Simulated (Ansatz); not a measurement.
Ti₂SnC:
```yaml
crystal:
  lattice:
    - [3.16594, 0.00000, 0.00000]
    - [-1.58297, 2.74179, 0.00000]
    - [0.00000, 0.00000, 13.73176]
  atoms:
    - { symbol: Ti, position: [0.33333, 0.66667, 0.08077] }
    - { symbol: Ti, position: [0.66667, 0.33333, 0.91923] }
    - { symbol: Ti, position: [0.66667, 0.33333, 0.58077] }
    - { symbol: Ti, position: [0.33333, 0.66667, 0.41923] }
    - { symbol: Sn, position: [0.33333, 0.66667, 0.75000] }
    - { symbol: Sn, position: [0.66667, 0.33333, 0.25000] }
    - { symbol: C, position: [0.00000, 0.00000, 0.00000] }
    - { symbol: C, position: [0.00000, 0.00000, 0.50000] }
```

Relaxed with r²SCAN.

**Question.** Give the Bader charges and basin volumes of the independent atoms, plane-wave PAW r²SCAN (Ansatz code).

**Answer.** 

| atom | Bader charge (e) | Bader volume (Å³) |
|---|---|---|
| Ti1 | +1.49 | 9.9 |
| Sn5 | -0.88 | 26.0 |
| C7 | -2.11 | 13.9 |

Space group P6_3/mmc. The workflow started from a Materials Project entry (that database holds measured and hypothetical structures alike); the Crystallography Open Database copy checked does not list it. Its standing as an ambient phase is unchecked. The r²SCAN relaxation kept the symmetry of its start; its stability against distortions is not shown here. The run is not spin-polarised. Spin–orbit coupling is left out wherever it is not named.

Potentials: the earlier of the program's two PAW sets.
